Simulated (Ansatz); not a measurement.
The relaxed structure here is a generated cell of Ag: the first start was made by placing the elements on the sites of a structure type, and the end was not matched to a known phase here, so it may be hypothetical. Known forms of Ag include space group No. 225.

One starting cell of Ag (a generated trial cell of Ag in the simple-cubic structure type) was relaxed twice with Ansatz (plane waves, PAW, scalar-relativistic): with PBEsol at 420 eV and with PBE at 420 eV. The PBEsol result:

```cif
data_Ag
_chemical_formula_sum 'Ag1'
_space_group_name_H-M_alt 'P 1'
_space_group_IT_number 1
_cell_length_a 2.68489
_cell_length_b 2.68489
_cell_length_c 2.68489
_cell_angle_alpha 90.000
_cell_angle_beta 90.000
_cell_angle_gamma 90.000
loop_
_space_group_symop_operation_xyz
  'x, y, z'
loop_
_atom_site_label
_atom_site_type_symbol
_atom_site_fract_x
_atom_site_fract_y
_atom_site_fract_z
_atom_site_occupancy
Ag1 Ag 0.00000 0.00000 0.00000 1
```

```csv
quantity,PBEsol,PBE
space group,Pm-3m,Pm-3m
volume (Å³/atom),19.35,___
a (Å),2.685,___
"gap (eV, no spin-orbit coupling)",0.00,___
```

Task: What does PBE give for the same quantities?

Result: 
- volume (Å³/atom), PBE: 20.82
- a (Å), PBE: 2.751
- gap (eV, no spin-orbit coupling), PBE: 0.00

Both levels end in the same structure; PBE's volume is 7.6 % larger. Neither column is exact.

No spin polarisation in the result.

The run could not lose the symmetry of its start, so the end can be a saddle point.

Ansatz is a program for electronic structure.
